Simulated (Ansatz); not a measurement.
Starting cell, NaF (rock salt):

```xyz
4
Lattice="0.0000 4.7016 4.7016 2.3508 2.3508 4.7016 2.3508 2.3508 0.0000" Properties=species:S:1:pos:R:3 pbc="T T T"
F      0.0000     0.0000     0.0000
F      2.3508     4.7016     2.3508
Na     2.3508     2.3508     2.3508
Na     2.3508     4.7016     4.7016
```

A phonon eigenvector at X = (0.5, 0.5, 0.0) is frozen into this cell: atom i moves by Q times the vector below, so Q is the largest atomic displacement, in Å. The cell is held. (q is in reciprocal vectors of the primitive cell; the cell shown is doubled to hold the pattern.)

```csv
atom,x,y,z
F1,0.000,0.000,0.072
F2,0.000,0.000,-0.072
Na3,0.000,0.000,-1.000
Na4,0.000,0.000,1.000
```

Method: PBE (plane waves to 420 eV, PAW, scalar-relativistic; Ansatz, a quantum-chemistry and plane-wave program). k mesh 12×12×12 (Γ-centred), Fermi-Dirac smearing 0.05 eV. Energies are smeared free energies. NaF was relaxed with its symmetry unable to fall. The relaxed volume of NaF is well above the measured one; the method has no dispersion term. ΔE is measured from the undisplaced structure.

```
Q (Å)   ΔE (meV/cell)
------  -------------
-0.180          171.2
-0.150          117.0
-0.120           73.9
-0.090       withheld
-0.060           18.2
-0.030            4.5
0.000             0.0
0.030             4.5
0.060            18.2
0.090        withheld
0.120            73.9
0.150           117.0
0.180           171.2
```

Q: Fit an even polynomial form (powers 2, 4) to the given rows and predict ΔE at Q = -0.090.

A: Least squares on the 11 given rows: ΔE = (5011)·Q² + (8404)·Q⁴, in meV/cell with Q in Å; root-mean-square residual 0.02 meV/cell. At -0.090 the fit gives 41.1 meV/cell; the calculation gives 41.2 meV/cell, so the interpolation is off by -0.1 (-0.2 %). The quadratic term alone would give 40.6 meV/cell.

(For displaced atoms, the force is minus the slope of the energy, and its curvature is a force constant, which sets phonon frequencies.)
